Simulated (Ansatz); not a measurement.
GaN (CsCl type, space group No. 221) at seven volumes, PBE (plane waves, PAW; program Ansatz), scaled uniformly. One row is withheld.

```tsv
V (Å³/atom)	P (GPa)
9.380	17.41
9.689	10.65
9.998	?
10.307	0.01
10.617	-4.09
10.926	-7.49
11.235	-10.46
```

Task: Fit the shown pressures and predict the withheld one.

Result: P = (3/2)B₀(x^(7/2) − x^(5/2))[1 + (3/4)(B′ − 4)(x − 1)] with x = (V₀/V)^(2/3). Least squares on the six rows gives V₀ = 10.309 Å³/atom, B₀ = 148 GPa, B′ = 4.62. At V = 9.998, x = 1.0206 and P = 4.87 GPa. The run itself gave 4.84 GPa.

Space group Pm-3m (CsCl type). A made-up cell: these elements were put on the sites of a structure type; neither database checked (COD, Materials Project) lists it. It is not the phase usual at ambient conditions (space group No. 186, 216). The PBE relaxation kept the symmetry of its start; whether a distortion lowers the energy is not shown.

Potentials: the later of the program's two PAW sets.
